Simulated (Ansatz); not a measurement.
# Phases of Ba at 15 GPa

Structure types of Ba are relaxed in primitive cells with their symmetry kept at 15 GPa, on PAW files; LAPW relaxes the small cells further and takes the PAW cell for the others (marked *). The enthalpy is E + pV at zero temperature, without zero-point motion. Only the types listed were tried, and differences under about 5 meV/atom are mesh noise. The real phase may be another.

All numbers are LDA results (scalar-relativistic) from Ansatz 0.2.0, with Fermi–Dirac smearing of 0.05 eV, no spin polarisation. Methods: LAPW: all electrons, basis error target 0.5 meV/atom; PAW: frozen-core files, cutoff 420 eV.

k meshes: fcc 14×14×14, bcc 14×14×14, hcp 13×13×7, hP4 8×8×5, diamond 10×10×10, sc 13×13×13.

Spin–orbit coupling is left out, which matters for the heavy atoms. The PAW files were made under PBE.

Question: Which type is lowest in enthalpy, and by how much?

Answer: hcp, 51 meV/atom below fcc. The whole table:

| start type | ends as | a, b, c (Å) | V (Å³/atom) | H − H(lowest), LAPW (meV/atom) | same, PAW |
| --- | --- | --- | --- | --- | --- |
| fcc | fcc, Fm-3m | 4.756, 4.756, 4.756 | 26.89 | 50.6 | 50.6 |
| bcc | bcc, Im-3m | 3.861, 3.861, 3.861 | 28.79 | 165.0 | 165.1 |
| hcp | hcp, P6_3/mmc | 3.488, 3.488, 5.157 | 27.17 | 0.0 | 0.0 |
| hP4* | hP4, P6_3/mmc | 4.191, 4.191, 7.390 | 28.10 | 299.8 | 299.6 |
| diamond | diamond, Fd-3m | 6.561, 6.561, 6.561 | 35.30 | 1245.7 | 1245.3 |
| sc | sc, Pm-3m | 3.041, 3.041, 3.041 | 28.14 | 258.4 | 258.3 |

Question: Split the lead of hcp over fcc into energy and pV.

Answer: For fcc less hcp: ΔE = +76.5 meV/atom, and p·ΔV = 15 GPa × -0.2774 Å³ × 6.242 meV/(GPa·Å³) = -26.0 meV/atom, together 50.5 meV/atom. hcp wins by its internal energy, though it is the less dense.

Question: Would fcc gain on hcp at higher pressure?

Answer: Yes: dH/dp = V, and its volume is smaller by 0.28 Å³/atom. Held constant, that would close the gap after about 29 GPa more, a rough figure, since the volume difference changes with pressure.
